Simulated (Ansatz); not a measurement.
## Co (hcp)

Method: LDA, scalar-relativistic; collinear spin; PAW, 420 eV, Γ-centred 20×20×12 mesh, 0.05 eV Gaussian smearing; code Ansatz. The datasets are Ansatz's generated set soft_2.

```
Co
1.0
     2.42944    0.00000    0.00000
    -1.21472    2.10396    0.00000
     0.00000    0.00000    3.91793
Co
2
Direct
  0.33333 0.66667 0.75000
  0.66667 0.33333 0.25000
```

The geometry is fixed. Moments are started on Co in several ways. Signs follow the order of those atoms. q is the propagation vector of an order in a doubled cell, in units of this cell's reciprocal vectors; doubled cells take an equivalent mesh or are counted from a ferromagnetic run in the same cell, unless said otherwise. Energies count from the first row, the state in which the cell was relaxed.

The starts:
- ferromagnetic
- no spin polarisation
- antiferromagnetic in the cell, signs +-
- antiparallel, q = (0, 0, 1/2), signs ++--
- antiparallel, q = (0, 1/2, 0), signs ++--
- antiparallel, q = (0, 1/2, 1/2), signs ++--
- small parallel moments

Q: Which start ends lowest, and how far above it lies the solution without spin polarisation?

A: Lowest, alike within 0.5 meV/atom: ferromagnetic; antiferromagnetic in the cell, signs +- (which ended parallel); small parallel moments (which grew into the full parallel moments). Without spin polarisation the energy is 126 meV/atom higher.

```json
{"start": "ferromagnetic", "largest typed moment (μB)": "1.72", "ΔE (meV/atom)": "0.0", "gap on the mesh (eV)": "metal", "P (GPa)": "0.0", "final spin moments (μB)": "Co 1.57"}
{"start": "no spin polarisation", "largest typed moment (μB)": "0.00", "ΔE (meV/atom)": "125.9", "gap on the mesh (eV)": "metal", "P (GPa)": "-11.8", "final spin moments (μB)": "none"}
{"start": "antiferromagnetic in the cell, signs +-", "largest typed moment (μB)": "1.50", "ΔE (meV/atom)": "0.0", "gap on the mesh (eV)": "metal", "P (GPa)": "0.0", "final spin moments (μB)": "Co -1.57"}
{"start": "antiparallel, q = (0, 0, 1/2), signs ++--", "largest typed moment (μB)": "1.50", "ΔE (meV/atom)": "93.2", "gap on the mesh (eV)": "metal", "P (GPa)": "-4.4", "final spin moments (μB)": "Co 1.18, -1.18"}
{"start": "antiparallel, q = (0, 1/2, 0), signs ++--", "largest typed moment (μB)": "1.50", "ΔE (meV/atom)": "126.1", "gap on the mesh (eV)": "metal", "P (GPa)": "-11.1", "final spin moments (μB)": "Co 0.35, -0.35"}
{"start": "antiparallel, q = (0, 1/2, 1/2), signs ++--", "largest typed moment (μB)": "1.50", "ΔE (meV/atom)": "125.8", "gap on the mesh (eV)": "metal", "P (GPa)": "-11.8", "final spin moments (μB)": "none"}
{"start": "small parallel moments", "largest typed moment (μB)": "0.50", "ΔE (meV/atom)": "0.0", "gap on the mesh (eV)": "metal", "P (GPa)": "0.0", "final spin moments (μB)": "Co 1.57"}
```

The moments vanished in: antiparallel, q = (0, 1/2, 1/2), signs ++--.

These starts lost their opposed signs and ended with parallel moments: antiferromagnetic in the cell, signs +-.

The program noted a lower state or an instability beside: antiparallel, q = (0, 0, 1/2), signs ++--; antiparallel, q = (0, 1/2, 0), signs ++--. The lower rows of the table may be what it saw.

The atoms aren't at rest in: antiparallel, q = (0, 0, 1/2), signs ++-- (forces up to 0.44 eV/Å), so relaxing would lower that row.

The cell was relaxed in the state of the first row, and its shape doesn't suit: antiparallel, q = (0, 0, 1/2), signs ++-- (uneven stress of 1.9 GPa).

Without spin polarisation the pressure is 11.8 GPa lower than in the lowest state, so the magnetic solution wants the larger cell.

Only orders that fit these small cells were tried.

Site moments are of spin, integrated over atomic spheres.

The state of the open shells isn't shown to be the lowest.
